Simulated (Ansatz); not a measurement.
Trial structure of OsPd4, not yet relaxed:

```cif
data_structure
_symmetry_space_group_name_H-M 'P-43m'
_symmetry_Int_Tables_number 215
_cell_length_a 4.3281
_cell_length_b 4.3281
_cell_length_c 4.3281
_cell_angle_alpha 90.000
_cell_angle_beta 90.000
_cell_angle_gamma 90.000
_cell_volume 81.07
loop_
_atom_site_label
_atom_site_type_symbol
_atom_site_symmetry_multiplicity
_atom_site_Wyckoff_symbol
_atom_site_fract_x
_atom_site_fract_y
_atom_site_fract_z
_atom_site_occupancy
Pd1 Pd 4 e 0.25000 0.25000 0.25000 1
Os1 Os 1 a 0.00000 0.00000 0.00000 1
```

The calculation used DFT PBE, scalar-relativistic, plane waves, PAW in Ansatz 0.2.0. Cutoff 420 eV; k points 4×4×4 on the computed 5-atom cell (Γ-centred); Gaussian smearing, width 0.10 eV; no spin polarisation.

The zero of energy is the elements' standard structures at the same level; no fitted shifts are applied.

Question: How far from equilibrium is it?

Answer: The pressure is 119.2 GPa (it wants to expand), the largest force is 24.57 eV/Å, and the energy is +4.44 eV/atom against the elements. The shortest distance is 1.87 Å, so close that the PAW spheres overlap strongly and these values are rough.

Question: How much does it gain on relaxing, and where does it end?

Answer: Relaxing gains about 3.3 eV/atom (the start's value is from the coarse mesh, so the gain is rough) in 11 ionic steps and ends at +1.11 eV/atom on the finer mesh. The symmetry stays P-43m (No. 215). The volume per atom grows by 18.0 %, from 16.2 to 19.1 Å³. The shortest distance goes from 1.87 Å (Os–Pd) to 2.34 Å (Os–Pd). Conventional cell: a = 4.574 Å. Pd is surrounded by 1 Os at 2.34 Å and 3 Pd at 2.65 Å; around Os lie 4 Pd at 2.34 Å.

The last run used an 8×8×8 mesh for its 5-atom cell and Gaussian smearing of 0.10 eV. These runs have no spin–orbit coupling, which can matter for Os. The relaxation can't lower the symmetry of the start. A structure relaxed within its symmetry needn't be a true minimum. Another cell of OsPd4 relaxed alike but with spin, in P6/mmm, lies 180 meV/atom lower, so this cell isn't the stable form at this level.
